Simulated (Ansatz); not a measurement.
Relaxation of a relaxed Sb cell, doubled along one cell vector, shaken by Gaussian noise of σ = 0.08 Å a coordinate; 8 atoms in the cell, which starts as P1 (No. 1), aP8; a = 5.108 Å, b = 5.108 Å, c = 12.165 Å, α = 90.00°, β = 90.00°, γ = 120.00°. The numbers are results of r2SCAN (plane waves to 500 eV, PAW, scalar-relativistic; Ansatz, a program for electronic structure), not measurements. Γ-centred k-mesh 7×7×3 on the run's cell (coarser than for final values), Fermi–Dirac smearing 0.05 eV. This is the first round of the run. 

The optimiser's lines from the output (shortened; P is positive under compression):

```
relax step   1: F+E_penalty+E_count = -51989.90300861 eV  Δ(F+E_penalty+E_count) = +0.000e0 eV  max|allowed force component| = 1.046e0 eV/Å  Δτ_max = 0.0000 Å  P = +0.668 GPa  Ω = 274.924 Å³  (8 SCF iters, dr2 threshold 1.00e-7 eV, accepted)
relax step   2: F+E_penalty+E_count = -51990.21991486 eV  Δ(F+E_penalty+E_count) = -3.169e-1 eV  max|allowed force component| = 3.099e-1 eV/Å  Δτ_max = 0.1943 Å  P = -0.082 GPa  Ω = 276.493 Å³  (8 SCF iters, dr2 threshold 8.00e-7 eV, accepted)
relax step   3: F+E_penalty+E_count = -51990.33401265 eV  Δ(F+E_penalty+E_count) = -1.141e-1 eV  max|allowed force component| = 2.868e-1 eV/Å  Δτ_max = 0.2000 Å  P = -0.051 GPa  Ω = 275.085 Å³  (8 SCF iters, dr2 threshold 8.00e-7 eV, accepted)
relax step   4: F+E_penalty+E_count = -51990.55084966 eV  Δ(F+E_penalty+E_count) = -2.168e-1 eV  max|allowed force component| = 3.885e-1 eV/Å  Δτ_max = 0.2000 Å  P = +0.261 GPa  Ω = 272.822 Å³  (7 SCF iters, dr2 threshold 8.00e-7 eV, accepted)
relax step   5: F+E_penalty+E_count = -51990.81912576 eV  Δ(F+E_penalty+E_count) = -2.683e-1 eV  max|allowed force component| = 3.926e-1 eV/Å  Δτ_max = 0.1927 Å  P = +0.000 GPa  Ω = 273.940 Å³  (7 SCF iters, dr2 threshold 8.00e-7 eV, accepted)
relax step   6: F+E_penalty+E_count = -51991.13981619 eV  Δ(F+E_penalty+E_count) = -3.207e-1 eV  max|allowed force component| = 4.268e-1 eV/Å  Δτ_max = 0.1928 Å  P = -0.003 GPa  Ω = 273.881 Å³  (7 SCF iters, dr2 threshold 8.00e-7 eV, accepted)
relax step   7: F+E_penalty+E_count = -51991.49340134 eV  Δ(F+E_penalty+E_count) = -3.536e-1 eV  max|allowed force component| = 4.279e-1 eV/Å  Δτ_max = 0.1964 Å  P = +0.117 GPa  Ω = 273.786 Å³  (7 SCF iters, dr2 threshold 8.00e-7 eV, accepted)
relax step   8: F+E_penalty+E_count = -51991.94152275 eV  Δ(F+E_penalty+E_count) = -4.481e-1 eV  max|allowed force component| = 3.799e-1 eV/Å  Δτ_max = 0.1949 Å  P = +0.012 GPa  Ω = 273.148 Å³  (8 SCF iters, dr2 threshold 8.00e-7 eV, accepted)
relax step   9: F+E_penalty+E_count = -51992.45159393 eV  Δ(F+E_penalty+E_count) = -5.101e-1 eV  max|allowed force component| = 2.847e-1 eV/Å  Δτ_max = 0.1990 Å  P = -0.278 GPa  Ω = 270.115 Å³  (10 SCF iters, dr2 threshold 8.00e-7 eV, accepted)
relax step  10: F+E_penalty+E_count = -51992.94844158 eV  Δ(F+E_penalty+E_count) = -4.968e-1 eV  max|allowed force component| = 4.005e-1 eV/Å  Δτ_max = 0.1540 Å  P = -0.199 GPa  Ω = 262.840 Å³  (9 SCF iters, dr2 threshold 8.00e-7 eV, accepted)
relax step  11: F+E_penalty+E_count = -51993.28496028 eV  Δ(F+E_penalty+E_count) = -3.365e-1 eV  max|allowed force component| = 5.691e-1 eV/Å  Δτ_max = 0.1701 Å  P = +0.355 GPa  Ω = 254.801 Å³  (9 SCF iters, dr2 threshold 8.00e-7 eV, accepted)
relax step  12: F+E_penalty+E_count = -51993.47383739 eV  Δ(F+E_penalty+E_count) = -1.889e-1 eV  max|allowed force component| = 4.033e-1 eV/Å  Δτ_max = 0.1948 Å  P = +0.248 GPa  Ω = 253.943 Å³  (8 SCF iters, dr2 threshold 8.00e-7 eV, accepted)
relax step  13: F+E_penalty+E_count = -51993.55747969 eV  Δ(F+E_penalty+E_count) = -8.364e-2 eV  max|allowed force component| = 9.860e-2 eV/Å  Δτ_max = 0.2000 Å  P = +0.315 GPa  Ω = 249.996 Å³  (8 SCF iters, dr2 threshold 8.00e-7 eV, accepted)
relax step  14: F+E_penalty+E_count = -51993.58086748 eV  Δ(F+E_penalty+E_count) = -2.339e-2 eV  max|allowed force component| = 1.949e-2 eV/Å  Δτ_max = 0.0856 Å  P = +0.035 GPa  Ω = 252.342 Å³  (8 SCF iters, dr2 threshold 8.00e-7 eV, accepted)
relax step  15: F+E_penalty+E_count = -51993.58074949 eV  Δ(F+E_penalty+E_count) = +1.180e-4 eV  max|allowed force component| = 3.696e-2 eV/Å  Δτ_max = 0.0271 Å  P = -0.063 GPa  Ω = 255.040 Å³  (8 SCF iters, dr2 threshold 1.02e-7 eV, accepted)
relax step  16: F+E_penalty+E_count = -51993.58368652 eV  Δ(F+E_penalty+E_count) = -2.937e-3 eV  max|allowed force component| = 3.161e-3 eV/Å  Δτ_max = 0.0109 Å  P = +0.008 GPa  Ω = 253.187 Å³  (6 SCF iters, dr2 threshold 2.91e-7 eV, accepted)
relax step  17: F+E_penalty+E_count = -51993.58371207 eV  Δ(F+E_penalty+E_count) = -2.555e-5 eV  max|allowed force component| = 1.083e-3 eV/Å  Δτ_max = 0.0013 Å  P = -0.014 GPa  Ω = 253.169 Å³  (6 SCF iters, dr2 threshold 3.81e-9 eV, accepted)
relax step  18: F+E_penalty+E_count = -51993.59138191 eV  Δ(F+E_penalty+E_count) = -7.670e-3 eV  max|allowed force component| = 1.406e-3 eV/Å  Δτ_max = 0.0000 Å  P = +0.016 GPa  Ω = 253.169 Å³  stress off target by 7.64e-2 GPa  SCF on the basis re-selected at this cell (its energy is not comparable with the rows above)  (8 SCF iters)
relax step  19: F+E_penalty+E_count = -51993.59144589 eV  Δ(F+E_penalty+E_count) = -6.398e-5 eV  max|allowed force component| = 3.212e-4 eV/Å  Δτ_max = 0.0014 Å  P = +0.002 GPa  Ω = 253.415 Å³  (6 SCF iters, dr2 threshold 1.46e-8 eV, accepted)
relax step  20: F+E_penalty+E_count = -51993.59146511 eV  Δ(F+E_penalty+E_count) = -1.922e-5 eV  max|allowed force component| = 3.171e-4 eV/Å  Δτ_max = 0.0000 Å  P = +0.002 GPa  Ω = 253.415 Å³  stress off target by 7.64e-3 GPa  SCF on the basis re-selected at this cell (its energy is not comparable with the rows above)  (5 SCF iters)
```

From the first to the last row the energy changes by -0.46 eV/atom and the volume by -7.8 %. The last row is marked as not comparable with the walk above it, whose basis was carried along; it does compare with step 1, since both stand on a basis selected at the nominal cutoff for their own cell.

Later rounds, restarted from the end of this one on a renewed k-mesh, logged 11 more steps and released under 0.01 eV/atom more. The final structure after all rounds: R-3m, hexagonal axes (No. 166), hR2, AFLOW prototype A_hR2_166_c (A7, as in As); a = 4.340 Å, b = 4.340 Å, c = 11.621 Å, α = 90.00°, β = 90.00°, γ = 120.00°. Between re-selections the logged energies stand on a plane-wave basis carried along with the cell. No spin polarisation in the result.

Of the parent cell (P6₃/mmc (No. 194)): it is a generated cell of Sb: the first start was made by placing the elements on the sites of a structure type, and the end was not matched to a known phase here, so it may be hypothetical. Known forms of Sb include space group No. 166.
